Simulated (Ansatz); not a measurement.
HgTe (zinc blende): values from a third-order Birch-Murnaghan fit to a volume scan beside measured ones. Computed values: r2SCAN (plane waves to 500 eV, PAW, scalar-relativistic; Ansatz, an electronic-structure program). At this level the bands of HgTe touch or barely overlap. HgTe was relaxed with its symmetry unable to fall. Spin-orbit coupling is left out, though Hg and Te are heavy. The PAW data are Ansatz's earlier set.

| quantity | reference | kind | r2SCAN | difference |
|---|---|---|---|---|
| Lattice constant a (Å) | 6.46 | measured, room temperature or unstated | 6.573 | +1.8 % |
| Bulk modulus B₀ (GPa) | 42.3 | measured, room temperature or unstated | 40.0 | -5.5 % |

References as given in: R. J. Cava, Huiwen Ji, M. K. Fuccillo et al., Journal of Materials Chemistry C (2013), arXiv:1302.1059; Cormac Toher, Corey Oses, Jose J. Plata et al., Physical Review Materials (2017), arXiv:1611.05714. Values not taken to low temperature hold thermal and zero-point shifts that a static calculation lacks, so small differences there are no errors of the method.

(Under strain, the slope of the energy per volume gives the stress and its curvature an elastic modulus.)
